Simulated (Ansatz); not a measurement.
Input:

Cs$_{2}$AgBiBr$_{6}$:
```
Cs2AgBiBr6
1.0
    0.00000     5.49765     5.49765
    5.49765     0.00000     5.49765
    5.49765     5.49765     0.00000
Bi Ag Cs Br
1 1 2 6
Cartesian
  0.00000   0.00000   0.00000
  5.49765   5.49765   5.49765
  2.74882   2.74882   2.74882
  8.24647   8.24647   8.24647
  5.49765   2.80927   5.49765
  8.18603   5.49765   5.49765
  5.49765   8.18603   5.49765
  2.80927   5.49765   5.49765
  5.49765   5.49765   2.80927
  5.49765   5.49765   8.18603
```

This is the LDA-relaxed structure.

**Question.** All from the program Ansatz at the LDA level (PAW), unless another level is named. Give the smallest direct gap on the standard path.

**Answer.** 2.18 eV.

**Question.** And the hole effective mass?

**Answer.** 0.15, 0.62, 0.62 mₑ (principal values).

**Question.** Next, the conduction-band minimum?

**Answer.** at L (4 equivalent valleys).

Space group Fm-3m. Symmetry was held in the LDA relaxation; of distortions, only those at the zone centre were tested, and some modes there are weakly imaginary. The run is not spin-polarised. Spin–orbit coupling is left out wherever it is not named.

Potentials: the later of the program's two PAW sets.
